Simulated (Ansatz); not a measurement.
# Ni: from a starting cell to a relaxed one

The start is a generated trial cell of Ni in the AFLOW prototype A_tI2_139_a (A_a). Cell shape, volume and atoms are optimised at zero target pressure with r2SCAN (plane waves to 500 eV, PAW, scalar-relativistic; Ansatz, a program for electronic structure). The first steps use a coarse 17×17×17 k-mesh.

The start:
```
CELL_PARAMETERS angstrom
     -1.49033     1.49033     1.22728
      1.49033    -1.49033     1.22728
      1.49033     1.49033    -1.22728
ATOMIC_POSITIONS crystal
  Ni 0.00000 0.00000 0.00000
```
Spin-polarised start, with parallel moments on Ni.

Task: What pressure does the first self-consistent step give?

Result: -4.5 GPa (negative: the cell is under tension).

Task: How does the volume change?

Result: -2.6 %, from 10.90 to 10.62 Å³/atom.

Task: How do the shortest distances between atoms change?

Result: The closest pairs of elements (up to four, under 3.6 Å), start → end: Ni–Ni 2.44 → 2.41 Å.

Task: Is the relaxed structure metallic? Give its gap.

Result: Zero (metallic).

Task: What magnetic moments remain?

Result: Net 0.69 μB/atom, ferromagnetic.

The space group stays I4/mmm (No. 139) (the run could not lower it); the end is AFLOW prototype A_tI2_139_a (A_a), with 1 atom in the primitive magnetic cell. Final values are on a 24×24×24 k-mesh of the relaxed cell. Spin state reached: ferromagnetic (net 0.69 μB/atom), from parallel starting moments; other spin orders were not run from this start. r2SCAN tends to overstate moments in metals.

The run could not lower the symmetry of its start; a shaken copy of this end point relaxes with r2SCAN to P6₃/mmc (No. 194), 0.04 eV/atom lower.

The relaxed structure here is a generated cell of Ni: the first start was made by placing the elements on the sites of a structure type, and the end was not matched to a known phase here, so it may be hypothetical. Known forms of Ni include space group No. 225.
